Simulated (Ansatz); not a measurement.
# Co (simple cubic): energy against volume

Level of theory: DFT, BLYP, plane waves (420 eV) with PAW, scalar-relativistic in Ansatz 0.2.0. The PAW files were generated under PBE, with cores re-solved for the functional.

The cell is scaled uniformly from the relaxed one, with fractional coordinates and shape fixed. Energies are extrapolated to zero smearing, pressures are those at the given smearing. Magnetic state: spin not included. It is not the lowest magnetic state of this structure.

A Birch-Murnaghan fit gives V₀ = 12.43 Å³/atom, B₀ = 161 GPa, B₀′ = 4.8.

(1) What are the energy above the minimum and the pressure at 10.996 Å³/atom?

(2) What are the energy above the minimum and the pressure at 11.496 Å³/atom?

(3) What are the energy above the minimum and the pressure at 12.995 Å³/atom?

Results:

(1) 105.8 meV/atom and 27.35 GPa as computed.

(2) 41.4 meV/atom and 16.09 GPa as computed.

(3) 11.7 meV/atom and -5.57 GPa as computed.
